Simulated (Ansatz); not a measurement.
TiO$_{2}$ (anatase)

```
CELL_PARAMETERS angstrom
     -1.88900     1.88900     4.79434
      1.88900    -1.88900     4.79434
      1.88900     1.88900    -4.79434
ATOMIC_POSITIONS crystal
  Ti 0.50000 0.50000 0.00000
  Ti 0.25000 0.75000 0.50000
  O  0.29278 0.29278 0.00000
  O  0.04278 0.54278 0.50000
  O  0.45722 0.95722 0.50000
  O  0.70722 0.70722 0.00000
```

The relaxed cell is deformed in two ways at once: its volume V is scaled, and at that volume it is stretched along z (the c axis of the conventional cell) so that c/a changes. Fractional atomic positions are held.

Calculation: r2SCAN (plane waves to 500 eV, PAW, scalar-relativistic; Ansatz, a program for electronic structure). k mesh 12×12×12 (Γ-centred), Fermi-Dirac smearing 0.05 eV. Stress and pressure are positive under compression. As the atoms are clamped, bonds stretch with the cell, which overstates energies and stresses. The PAW data are Ansatz's earlier set. TiO2 is run without spin polarisation. TiO2 was relaxed with its symmetry unable to fall.

At one point of the scan the stress tensor (GPa) is:

```
    7.6      0.0      0.0
    0.0      7.6      0.0
    0.0      0.0     16.8
```

Which point is it?
A. V/V₀ = 1.027, (c/a)/(c/a)₀ = 0.920
B. V/V₀ = 0.973, (c/a)/(c/a)₀ = 1.027
C. V/V₀ = 0.960, (c/a)/(c/a)₀ = 0.973
D. V/V₀ = 0.987, (c/a)/(c/a)₀ = 0.973

C, V/V₀ = 0.960, (c/a)/(c/a)₀ = 0.973

(Under strain, the slope of the energy per volume gives the stress and its curvature an elastic modulus.)
